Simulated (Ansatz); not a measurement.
WN2:
```yaml
crystal:
  lattice:
    - [-2.99284, 2.99284, 4.23319]
    - [2.99284, -2.99284, 4.23319]
    - [2.99284, 2.99284, -4.23319]
  atoms:
    - { symbol: W, position: [0.50000, 0.50000, 0.00000] }
    - { symbol: W, position: [0.25000, 0.75000, 0.50000] }
    - { symbol: N, position: [0.87500, 0.62444, 0.24944] }
    - { symbol: N, position: [0.37556, 0.62500, 0.25056] }
    - { symbol: N, position: [0.37500, 0.62556, 0.75056] }
    - { symbol: N, position: [0.37444, 0.12500, 0.74944] }
```

Tensor components refer to the Cartesian frame of this cell.

**Question.** Give the high-frequency dielectric tensor and the Born effective charge tensors of the independent atoms from DFPT, the program Ansatz at the LDA level (PAW).

**Answer.** 
ε∞:
```
10.3  0.00  0.00
0.00  10.3  0.00
0.00  0.00  10.3
```
Z* of atom 1 (W), rows: field, columns: displacement, in e:
```
10.44   0.02   0.00
-0.02  10.44   0.00
 0.00   0.00  10.44
```
Z* of atom 3 (N), rows: field, columns: displacement, in e:
```
-0.62   0.00   0.00
 0.00  -9.82  -6.51
 0.00  -6.51  -5.22
```

Space group Fd-3m. The workflow started from a Materials Project entry (that database holds measured and hypothetical structures alike); the Crystallography Open Database copy checked does not list it. Its standing as an ambient phase is unchecked. Symmetry was held in the LDA relaxation; whether a distortion lowers the energy is not shown. No spin polarisation was allowed. Scalar-relativistic: spin–orbit coupling is off unless named, which matters more the heavier the elements.

Potentials: the later of the program's two PAW sets.
